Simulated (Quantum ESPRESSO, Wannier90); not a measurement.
# Tight-binding from DFT: Li2Pd (P6/mmm)

```
CELL_PARAMETERS angstrom
      4.20512     0.00000     0.00000
     -2.10256     3.64174     0.00000
      0.00000     0.00000     2.67986
ATOMIC_POSITIONS crystal
  Li 0.33333 0.66667 0.50000
  Li 0.66667 0.33333 0.50000
  Pd 0.00000 0.00000 0.00000
```

Structure: Materials Project mp-728, symmetrised, not relaxed again. COD (Crystallography Open Database) has an entry of this formula and space group (matched by these alone). Level: PBEsol, no spin polarisation, no spin-orbit coupling; pw.x of Quantum ESPRESSO at 66 Ry with PseudoDojo potentials, 6×6×8 k-points, Wannier90. Density: 12×12×16 mesh, cold smearing 0.01 Ry.

Base run: 17 functions from bands 1-4,7-29 of the 29 computed, start hydrogen-like Li: s;p; Pd: s;p;d, centres 0.05 Å off the atoms, frozen window up to 1.50 eV relative to the Fermi level, outer window open. Bands 5–6 (Li 1s 98 %) lie between the kept ones and are excluded. Its settings: num_cg_steps = 5, trial_step = 2 and dis_mix_ratio = 0.5 (the program's defaults), conv_tol = 1.0e-6 over 4 steps, num_iter = 1000, dis_conv_tol = 1.0e-6, dis_num_iter = 1000. One of them is changed at a time.

```json
[
 {"run": "base", "disentanglement steps": "102", "localisation steps": "951", "Ω_I (Å²)": "12.758", "Ω_total (Å²)": "15.740", "ended": "converged"},
 {"run": "conv_tol = 1.0e-10", "disentanglement steps": "102", "localisation steps": "1000", "Ω_I (Å²)": "12.758", "Ω_total (Å²)": "15.740", "ended": "step limit"},
 {"run": "trial_step = 0.5", "disentanglement steps": "102", "localisation steps": "841", "Ω_I (Å²)": "12.758", "Ω_total (Å²)": "15.740", "ended": "converged"},
 {"run": "dis_mix_ratio = 0.2", "disentanglement steps": "295", "localisation steps": "915", "Ω_I (Å²)": "12.757", "Ω_total (Å²)": "15.729", "ended": "converged"}
]
```
